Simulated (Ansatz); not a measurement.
# Formation energy of zincblende-structured MoSe

Method: PBE, scalar-relativistic; collinear spin; PAW, 420 eV, 10×10×10 k-mesh, Gaussian smearing of 0.05 eV; code Ansatz. The datasets are Ansatz's generated set soft_2.

The cell came from substitution into a structure type; no database entry of this phase was matched, which doesn't show that none exists.

The structure is cubic, space group F-43m (No. 216). Conventional cell: a = 5.681 Å, b = 5.681 Å, c = 5.681 Å, α = 90.00°, β = 90.00°, γ = 90.00°. Mo (site symmetry -43m) is surrounded by 4 Se at 2.46 Å. Se (site symmetry -43m) has 4 Mo at 2.46 Å as nearest neighbours. (Neighbours are counted to 15 % beyond the shortest distance.)

The elements were computed in their standard states with the same datasets, cutoff and functional. The compound's run is ferromagnetic, with site spin moments Mo 0.83 μB. Total energies depend on the potentials used, so only differences within one code and one set of settings carry meaning.

Energy of the relaxed cell (2 atoms, smearing extrapolated to zero): -10424.151 eV. Elements, in eV/atom: Mo -4956.020, Se -5469.079.

Problem. What is the formation energy?

Solution. [-10424.151 − (1 × -4956.020 + 1 × -5469.079)] / 2 = 0.47 eV/atom, or 46 kJ per mole of atoms.

The value is for 0 K, without zero-point energy. Uncorrected semilocal values for oxides, chalcogenides and halides often miss by tenths of an eV an atom. A positive value means that this structure is unstable even against the elements at this level.

The equation of state at this level isn't smooth, a sign that the magnetic state shifts with volume and isn't converged in the mesh. The run wasn't fully tested for a lower electronic state. Site moments are of spin, integrated over atomic spheres. The moments were started parallel, and the real magnetic order may be another.
